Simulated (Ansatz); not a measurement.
Space group Fmmm (No. 69). a = 2.446 Å, b = 4.233 Å, c = 6.719 Å, α = 90.00°, β = 90.00°, γ = 90.00°
```
atom site symmetry x y z
   C    8h m2m  0.5000  0.6667  0.0000
```

Equation of state of this C structure (not necessarily the ground state), with shape and atoms relaxed at each volume where symmetry leaves them free. Method: Ansatz 0.2.0, DFT LDA, scalar-relativistic, plane waves, PAW.

Cutoff 420 eV; k points 18×18×18 on the computed 2-atom cell (Γ-centred); Gaussian smearing, width 0.02 eV; no spin polarisation.

| V (Å³/atom) | E − E(largest V) (meV/atom) | P (GPa) | gap on mesh (eV) |
| --- | --- | --- | --- |
| 8.174 | 1.73 | 2.58 | 0.07 |
| 8.435 | -1.16 | 1.06 | 0.09 |
| 8.696 | -1.98 | 0.01 | 0.08 |
| 8.957 | -1.42 | -0.66 | 0.07 |
| 9.217 | 0.00 | -1.06 | 0.06 |

Q: Fit a third-order Birch–Murnaghan equation to E(V).

A: V0 = 8.70 Å³/atom, B0 = 28 GPa, B0' = 13.5. B0' is unusual or poorly fixed by this range.

The cell holds layers, and where no dispersion correction was added their binding is poorly described.

This form isn't the element's structure at ambient conditions.